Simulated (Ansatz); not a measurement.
PbS:
```yaml
crystal:
  lattice:
    - [0.00000, 3.32387, 3.32387]
    - [3.32387, 0.00000, 3.32387]
    - [3.32387, 3.32387, 0.00000]
  atoms:
    - { symbol: S, position: [0.25000, 0.25000, 0.25000] }
    - { symbol: Pb, position: [0.00000, 0.00000, 0.00000] }
```

The program Ansatz at the PBE level (PAW) gives a gap of 0.84 eV without spin–orbit coupling, maximum at W, minimum at X.

What happens when spin–orbit coupling is switched on?

The gap shrinks by 0.10 eV, to 0.74 eV; maximum at W, minimum on the X–U line, 12 % of the way from X.

Space group F-43m (zinc blende). The start of the workflow was typed in or built on a structure type; neither database checked (COD, Materials Project) lists it. It is not the phase usual at ambient conditions (space group No. 225). Symmetry was held in the PBE relaxation; whether a distortion lowers the energy is not shown.

Potentials: the later of the program's two PAW sets.
